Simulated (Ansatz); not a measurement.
Ta2N:
Space group P-31m (No. 162); a = b = 5.2909 Å, c = 4.9305 Å, α = β = 90.00°, γ = 120.00°

```csv
atom,site,symmetry,x,y,z
Ta,6k,..m,0.3330,0.3330,0.2468
N,2d,3.2,0.3333,0.6667,0.5000
N,1a,-3.m,0.0000,0.0000,0.0000
```

Relaxed with r²SCAN.

Tabulate the valence density and the electron localisation function along the shortest Ta–Ta contact (3.00 Å), r²SCAN (plane waves, PAW; program Ansatz).



```csv
distance from Ta (Å),density (e/Å³),ELF
0.30,4.38,0.35
0.45,4.43,0.65
0.60,3.42,0.73
0.75,2.03,0.64
0.90,0.96,0.36
1.05,0.45,0.15
1.20,0.30,0.13
1.35,0.26,0.18
1.50,0.25,0.22
1.65,0.26,0.18
1.80,0.30,0.13
1.95,0.45,0.15
2.10,0.96,0.36
2.25,2.03,0.64
2.40,3.42,0.73
2.55,4.43,0.65
2.70,4.38,0.35
```

The density is the valence pseudo-density with augmentation charge, so density and ELF within about 1 Å of a nucleus are not all-electron values.

The first step of the workflow began from a Materials Project structure, measured or hypothetical; the Crystallography Open Database copy checked does not list it. Whether it is the stable phase at ambient conditions was not checked. The cell was relaxed with r²SCAN under the symmetry of its start; whether a distortion lowers the energy is not shown. The run is not spin-polarised. Spin–orbit coupling is left out wherever it is not named.

Potentials: the later of the program's two PAW sets.
